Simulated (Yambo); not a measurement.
A BSE run in Yambo for Ba2WZnO6 (space group Fm-3m, No. 225) (PBEsol bands; 4×4×4 mesh, 22 valence and 9 conduction bands, static screening with 97 bands and a 3 Ry block, scissor 1.56 eV, Tamm-Dancoff; field along x) gives:

| state | energy (eV) | states within 2 meV | relative strength | class |
|---|---|---|---|---|
| 1 | 3.62 | 1 | < 0.01 | dark |
| 2 | 3.73 | 3 | < 0.01 | dark |
| 3 | 3.83 | 3 | < 0.01 | dark |
| 4 | 3.91 | 3 | < 0.01 | dark |
| 5 | 4.01 | 2 | < 0.01 | dark |

Task: What changes when the window shrinks to 11 valence and 6 conduction bands?

Result: The lowest state goes from 3.618 eV to 3.624 eV, and its distance below the direct gap from 0.873 eV to 0.868 eV. These are vertical excitations (zero momentum). The scissor comes from a G0W0 run whose convergence isn't established.

Spin-orbit coupling is not included.

Geometry of the Materials Project entry, not relaxed at this level; primitive cell a = b = c = 5.8411 Å, α = β = γ = 60.00°.

With a shallow 3d shell G0W0 needs far more bands and larger blocks than here, so the scissor is uncertain by tenths of an eV or more.
